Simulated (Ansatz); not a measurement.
## Random displacements in Ta₂O₅

The calculation used DFT PBEsol, scalar-relativistic, plane waves, PAW in Ansatz. Settings: plane waves to 420 eV, k-mesh 8×8×8 (Γ-centred), Gaussian smearing 0.05 eV. Spin–orbit coupling is left out, which matters for the heavy elements here. No spin polarisation. Energies are free energies at this smearing, counted from the undisturbed cell; pressure is positive in compression.

The undisturbed cell (relaxed at this level; it needn't be the usual structure):

```xyz
7
Lattice="-2.6204 2.6204 4.7914 2.6204 -2.6204 4.7914 2.6204 2.6204 -4.7914" Properties=species:S:1:pos:R:3 pbc="T T T"
Ta    0.0000    0.0000    1.8844
Ta    0.0000    0.0000    7.6985
O     0.0000    0.0000    0.0000
O    -1.3102    1.3102    2.3957
O     1.3102   -1.3102    2.3957
O     1.3102    1.3102   -2.3957
O     1.3102    1.3102    2.3957
```

The atoms are displaced (Å, in the unstrained cell):

```tsv
atom	ux	uy	uz
Ta1	-0.068	0.012	-0.385
Ta2	0.073	0.014	0.387
O3	-0.033	0.008	0.094
O4	-0.208	-0.035	-0.160
O5	0.078	-0.069	0.178
O6	0.107	0.218	0.049
O7	0.050	-0.148	-0.163
```

Strain (Voigt, engineering shear): (0.0050, 0.0222, -0.0210, -0.0102, -0.0155, 0.0107).

Problem. What are the energy change, the stress and the forces?

Solution. ΔE = 2445.3 meV/atom; stress (xx, yy, zz, yz, xz, xy; compression positive) (-12.17, -15.52, 130.54, -2.83, -8.39, 1.09) GPa; gap on the mesh 0.72 eV.
```
atom Fx (eV/Å) Fy Fz
 Ta1      -0.10   2.44   65.52
 Ta2       0.55   1.35  -34.37
  O3      -0.14  -0.82  -33.52
  O4       1.13   1.86    0.77
  O5       1.51  -1.86    1.11
  O6      -1.54  -3.32    0.56
  O7      -1.40   0.35   -0.07
```

Cost: 1 run of about 0.78 core-minutes, on AMD EPYC 9R45 (Zen 5) (shared hosts).